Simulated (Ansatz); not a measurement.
SiGe:
```xyz
16
Lattice="6.7946 3.9235 0.0000 -6.7946 3.9235 0.0000 -4.5287 0.0000 6.4078" Properties=species:S:1:pos:R:3 pbc="T T T"
Si    -6.7936     3.9235     0.0245
Ge    -5.6481     1.9385     5.5880
Ge    -4.5036     3.9235     6.3998
Ge    -5.6481     5.9085     5.5880
Ge     3.3841     5.8639     0.0189
Ge    -9.0848     3.9235     5.5883
Ge     3.3841     1.9832     0.0189
Si    -2.2633     3.9235     5.6062
Si    -5.6489     1.9809     3.1866
Si    -6.7935     3.9235     2.4022
Si    -5.6489     5.8661     3.1866
Ge     0.0267     3.9235     2.4220
Si     4.5281     3.9235     3.1793
Si    -3.4093     1.9407     2.4204
Ge    -2.2901     3.9235     3.2123
Si    -3.4093     5.9064     2.4204
```

Relaxed with r²SCAN.

Q: Map the electron localisation function on the plane through (0.001, 0.999, 0.004) spanned by u = [1, 0, 0] and v = [1, 1, 1] in lattice vectors, from r²SCAN (plane waves, PAW; program Ansatz).

A: x is the fraction of u, y of v (the angle between them is 90°; rows are the nearest grid lines); atoms in the plane: Si at (0.00, 0.00), Ge at (0.75, 0.87), Ge at (0.25, 0.87), Ge at (0.50, 0.00), Si at (0.50, 0.50), Ge at (0.25, 0.37), Si at (0.75, 0.37), Ge at (1.00, 0.50).
```
|*=-+#%#*+===+*++-:.##.:-++*+===+*#%#+-=*|
|=+#@@@%*+===+#%#*=-::-=*#%#+===+*%@@@#+=|
|*#%@@%*+-::-=+#%#*+==+*#%#+=-::-+*%@@%#*|
|=+***+=:.+%..-=+*++==++*+=-..%+.:=+***+=|
| ..--===-:::-===-:.  .:-===-:::-===-:.. |
|    .:-===+===-:.      .:-===+===-:.    |
|     .:--===-:.          .:-===--:.     |
|                                        |
|::..             ..::..             ..::|
|++==-:.       .:=+****+=:.       .:-==++|
|=====-:.     .:=++****++=:.     .:-=====|
|..:-====-:::-+++=-:--:-=+*+=:::-====-...|
|...-+###*+++#%@@%*=--=*%@@@%#**#%%#+-...|
|==+*%%*+-:::=+#@@@%**%@@@@@%*=+#@@@%#+==|
|++*##*+-....:=+#%%#**#%@@@%*=--+#@@@%*++|
|::-====-....:-==+=-::-=+*+=:-=-:-+**+-::|
|   .:-========--:.    .:-=++****+=-:.   |
|     .:--===-:..        ..:-====-:.     |
|       ..:::..            ..:::..       |
|                                        |
|==-:..         .:-====-:.         ..:-==|
|***+=-:.     .--========--.     .:-=+***|
|======-:.  ..--==--::--==--..  .:-======|
|*=-+#%#*+===+*++-:.##.:-++*+===+*#%#+-=*|
```
Scale: ten equal steps from 0.010 (start of ' ') to 0.954 (end of '@'), in the order ' .:-=+*#%@'; x runs from 0.000 to 1.00, y from 0.000 (bottom) to 1.00 (top).

The density is the valence pseudo-density with augmentation charge, so density and ELF within about 1 Å of a nucleus are not all-electron values.

Space group Cm. The start of the workflow was typed in or built on a structure type; neither database checked (COD, Materials Project) lists it. Whether it is the stable phase at ambient conditions was not checked. The r²SCAN relaxation kept the symmetry of its start; whether a distortion lowers the energy is not shown.

Potentials: the earlier of the program's two PAW sets. The files were generated under PBE; for other functionals the program regenerates the frozen cores, and for LDA and PBEsol the local potential too.
